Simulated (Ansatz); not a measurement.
Level: r2SCAN, no spin polarisation; 500 eV; 6×6×6 Γ-centred mesh; methfessel-paxton occupations (width 0.0285 eV); Ansatz 0.2.0, fixed geometry.

Computed maps in the lattice plane spanned by a (left to right, 4.35 Å, 13 points from zero) and b (bottom to top, 4.35 Å, 13 points from zero), 90° apart, at height 0.000 along c. The fields are smooth PAW ones with compensation charges, not the true ones near nuclei.

Valence density. Digits on a logarithmic scale: 0 up to 0.03 e/Å³, each further digit a factor of 1.6, 9 from 1.3 e/Å³ up:
```
4444799997444
4433589985334
4433456654334
8754344443457
9985444444589
9996444444699
9996444444699
9985444444589
8754344443457
4433456654334
4433589985334
4444799997444
4444899998444
```

Problem. The cell is LaScSi. Which atoms lie within 0.2 Å of this plane, and where (fractions of a and b)?

Solution. Sc at (0.50, 0.00), Sc at (0.00, 0.50). The whole cell:
```yaml
crystal:
  lattice:
    - [0.00000, 4.34848, 0.00000]
    - [4.34848, 0.00000, 0.00000]
    - [2.17424, 2.17424, -7.95093]
  atoms:
    - { symbol: Sc, position: [0.50000, 0.00000, 0.00000] }
    - { symbol: Sc, position: [0.00000, 0.50000, 0.00000] }
    - { symbol: Si, position: [0.12000, 0.12000, 0.76000] }
    - { symbol: Si, position: [0.88000, 0.88000, 0.24000] }
    - { symbol: La, position: [0.32490, 0.32490, 0.35020] }
    - { symbol: La, position: [0.67510, 0.67510, 0.64980] }
```

Origin: a known structure type with other elements, at an estimated volume, so it need not be a known compound. Caveats: many states at the Fermi level without spin polarisation, so a magnetic state may lie lower; f levels without a U or exact exchange are poorly placed.
